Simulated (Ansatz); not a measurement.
Consider the following.

MnB₄:
```xyz
10
Lattice="4.5664 0.0000 0.0000 0.0000 5.3332 0.0000 0.0000 0.0000 2.9175" Properties=species:S:1:pos:R:3 pbc="T T T"
Mn     2.2832     2.6666     1.4587
Mn     0.0000     0.0000     0.0000
B      3.0381     4.6351     1.4587
B      1.5283     0.6981     1.4587
B      0.7549     3.3647     0.0000
B      3.8115     1.9685     0.0000
B      3.3629     0.9809     1.4587
B      1.2035     4.3523     1.4587
B      1.0797     1.6857     0.0000
B      3.4867     3.6475     0.0000
```
The run is spin-polarised; directions of the spins, atom by atom: ↑ ↑ 0 0 0 0 0 0 0 0.

This is the PBEsol-relaxed structure.

### Question
All from PBEsol (plane waves, PAW; program Ansatz), unless another level is named. Give the electronic character.

### Answer
metallic (no gap).

### Question
Next, the density of states at the Fermi level?

### Answer
0.18 states/eV per atom (mean over ±0.08 eV).

### Question
Predict the formation energy from the elements (no fitted shifts).

### Answer
-0.32 eV/atom.

Space group Pnnm. The first step of the workflow began from a Materials Project structure, measured or hypothetical; the Crystallography Open Database copy checked does not list it. COD files the formula under space group No. 12. Whether it is the stable phase at ambient conditions was not checked. The PBEsol relaxation kept the symmetry of its start; its stability against distortions is not shown here. Spin order of the final state: ferromagnetic, chosen from 5 collinear starts compared on coarse meshes (ties went to the first, and starts can fall back to one state), not a proven ground state. The references are the lowest solids computed at this level, not always the standard phases.

Potentials: the later of the program's two PAW sets.
